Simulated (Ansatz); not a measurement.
## Relaxation path: Ge (bcc type)

DFT, LDA, PAW with Ansatz's default frozen-core files, scalar-relativistic (Ansatz 0.2.0); a Γ-centred 21×21×21 k mesh, Fermi–Dirac smearing of 0.1 eV, no spin polarisation. The run relaxes cell and atoms at a target pressure of 0 GPa.

Command: `ansatz run input.yaml --threads 1 --pin off --max-ram 3584MiB --backend cpu --events-out ev --progress --plain --runs-dir out` It took 10 s on 1 thread of Arm Neoverse V2, on a shared host, peak memory 0.34 GiB.

```yaml
crystal:
  lattice:
    - [-1.6809877034, 1.6809877034, 1.6809877034]
    - [1.6809877034, -1.6809877034, 1.6809877034]
    - [1.6809877034, 1.6809877034, -1.6809877034]
  atoms:
    - { symbol: Ge, position: [0.0, 0.0, 0.0] }
kpoints:
  mp_grid: { grid: [21, 21, 21] }
scf:
  occupations: { method: fermi_dirac, width: 0.1 }
hamiltonian:
  xc: lda
  pseudopotentials: { kind: paw }
output:
  forces: true
  stress: true
relax:
  f_tol: 0.005
  max_steps: 40
  cell: {}
```

Each step lists its free energy a cell above the last geometry, the pressure, the cell vectors (Å), and Cartesian positions (Å) with forces (eV/Å).

The first step:

```
step 1  dF = 15.42 meV  P = -4.12 GPa
  cell -1.6810 1.6810 1.6810  1.6810 -1.6810 1.6810  1.6810 1.6810 -1.6810
  Ge 0.0000 0.0000 0.0000   0.0000 0.0000 0.0000
```

The PAW files were made under PBE.

The symmetry of the start is kept and no stability test is made, so the end need not be the stable phase.

Problem. Where does the relaxation end, and by which steps?

Solution. After 4 geometries, with conventional a, b, c = 3.295, 3.295, 3.295 Å, at 17.880 Å³/atom (-5.89 % against the start) in space group Im-3m, with a shortest distance of 2.853 Å. The further steps:
```
step 2  dF = 2.05 meV  P = 1.79 GPa
  cell -1.6351 1.6351 1.6351  1.6351 -1.6351 1.6351  1.6351 1.6351 -1.6351
  Ge 0.0000 0.0000 0.0000   0.0000 0.0000 0.0000
step 3  dF = 0.03 meV  P = -0.17 GPa
  cell -1.6485 1.6485 1.6485  1.6485 -1.6485 1.6485  1.6485 1.6485 -1.6485
  Ge 0.0000 0.0000 0.0000   0.0000 0.0000 0.0000
step 4  dF = 0.00 meV  P = -0.01 GPa
  cell -1.6473 1.6473 1.6473  1.6473 -1.6473 1.6473  1.6473 1.6473 -1.6473
  Ge 0.0000 0.0000 0.0000   0.0000 0.0000 0.0000
step 5  dF = 0.25 meV  P = 0.00 GPa  (same geometry on a basis chosen anew; earlier energies don't compare to the last digit)
  cell -1.6473 1.6473 1.6473  1.6473 -1.6473 1.6473  1.6473 1.6473 -1.6473
  Ge 0.0000 0.0000 0.0000   0.0000 0.0000 0.0000
```
